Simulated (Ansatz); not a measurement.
A geometry of Pb away from equilibrium: the start of the relaxation of a relaxed Pb cell, doubled along one cell vector, shaken by Gaussian noise of σ = 0.08 Å a coordinate. Computed with r2SCAN (plane waves to 500 eV, PAW, scalar-relativistic; Ansatz, an electronic-structure program). Γ-centred k-mesh 6×11×6 on the run's cell (coarser than for final values), Fermi–Dirac smearing 0.05 eV.

```xyz
4
Lattice="7.0272 0.0000 0.0000 -1.7568 3.0429 0.0000 0.0000 0.0000 5.8016" Properties=species:S:1:pos:R:3:forces:R:3 pbc="T T T" free_energy=-47691.602 pressure_GPa=-0.1
Pb    -0.1657     2.0489     1.5245    0.0990    0.0094    0.0027
Pb     3.4298     1.9809     1.4875   -0.0445   -0.0148    0.0661
Pb     1.8280     0.9403     4.3698    0.0499    0.0350    0.0798
Pb     5.3969     0.9548     4.4874   -0.1044   -0.0295   -0.1486
```

Positions in Å, forces in eV/Å, free energy of the cell in eV (comparable only within this code, potentials and settings). Largest force: 0.18 eV/Å, on Pb4 (atoms numbered as listed); the geometry lies 0.01 eV/atom above the end of its relaxation.

No spin polarisation in the result.

The relaxed structure has the type that Pb is known to take under pressure; here it was relaxed at zero pressure, from a generated start.
